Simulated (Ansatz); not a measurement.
LiZn3:
```yaml
crystal:
  lattice:
    - [0.00000, 3.01202, 3.01202]
    - [3.01202, 0.00000, 3.01202]
    - [3.01202, 3.01202, 0.00000]
  atoms:
    - { symbol: Li, position: [0.00000, 0.00000, 0.00000] }
    - { symbol: Zn, position: [0.25000, 0.25000, 0.25000] }
    - { symbol: Zn, position: [0.75000, 0.75000, 0.75000] }
    - { symbol: Zn, position: [0.50000, 0.50000, 0.50000] }
```

Relaxed with r²SCAN. Special points in fractions of this cell's reciprocal vectors: Γ (0.000, 0.000, 0.000); X (0.500, 0.000, 0.500); U (0.625, 0.250, 0.625); K (0.375, 0.375, 0.750); L (0.500, 0.500, 0.500); W (0.500, 0.250, 0.750).

### Question
List the band energies nearest the Fermi level at these points for the program Ansatz at the r²SCAN level (PAW).

### Answer
In eV from the Fermi level; about four levels below and three above (degenerate sets whole), none deeper than 8.9 eV; points with the same levels are listed once.

```json
[
 {"k": "Γ", "below": "-7.34 -7.34 -7.34 -7.34 -7.34", "above": "2.67 2.67 2.67"},
 {"k": "X", "below": "-5.18 -2.24 -2.24 -0.53", "above": "2.82 10.67 10.67"},
 {"k": "U", "below": "-5.43 -5.13 -4.07 -1.49", "above": "1.23 4.82 7.95"},
 {"k": "L", "below": "-7.27 -7.27 -6.41 -6.22", "above": "1.30 1.30 2.43 2.43"},
 {"k": "W", "below": "-4.97 -4.69 -4.69 -2.78", "above": "4.29 4.29 4.97"}
]
```

Space group Fm-3m. The workflow started from a Materials Project entry (that database holds measured and hypothetical structures alike); the Crystallography Open Database copy checked does not list it. With Li and Zn taken as one species the cell has the higher symmetry Im-3m, so it may be an ordered model of a mixed-site phase. Its standing as an ambient phase is unchecked. The cell was relaxed with r²SCAN under the symmetry of its start; whether a distortion lowers the energy is not shown.

Potentials: the later of the program's two PAW sets.
